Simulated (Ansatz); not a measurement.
Here is the system:

ZnSe (zinc blende)

```
ZnSe
1.0
    0.00000     5.73301     5.73301
    2.86650     0.00000     2.86650
    2.86650     2.86650     0.00000
Se Zn
2 2
Cartesian
  4.29975   4.29975   4.29975
  4.29975   7.16626   7.16626
  0.00000   0.00000   0.00000
  2.86650   5.73301   2.86650
```

The atoms are displaced by Q × the pattern below (from a DFPT mode at L = (0.5, 0.0, 0.0), largest move 1; Q in Å), at fixed cell. It is one choice among 2 degenerate patterns. (q is in reciprocal vectors of the primitive cell; the cell shown is doubled to hold the pattern.)

```csv
atom,x,y,z
Se1,0.273,-0.498,0.771
Se2,-0.273,0.498,-0.771
Zn3,0.285,-0.520,0.805
Zn4,-0.285,0.520,-0.805
```

Calculation: PBE (plane waves to 420 eV, PAW, scalar-relativistic; Ansatz, a quantum-chemistry and plane-wave program). k mesh 5×10×10 (Γ-centred), Fermi-Dirac smearing 0.05 eV. Energies are smeared free energies. ZnSe was relaxed with its symmetry unable to fall. The zero of ΔE is the undisplaced structure.

The scan covers Q from -0.280 to 0.280 Å in 13 points.

### Question
Which space group does the distorted structure have?

### Answer
P1 (No. 1), lowered from F-43m.

### Question
What is the energy change at Q = 0.280 Å?

### Answer
1848 meV/cell.

### Question
What harmonic wavenumber does the curvature at Q = 0 give?

### Answer
195 cm⁻¹.

(A displaced cell: forces are minus the slopes of the energy, force constants its curvatures, and phonons follow from these.)
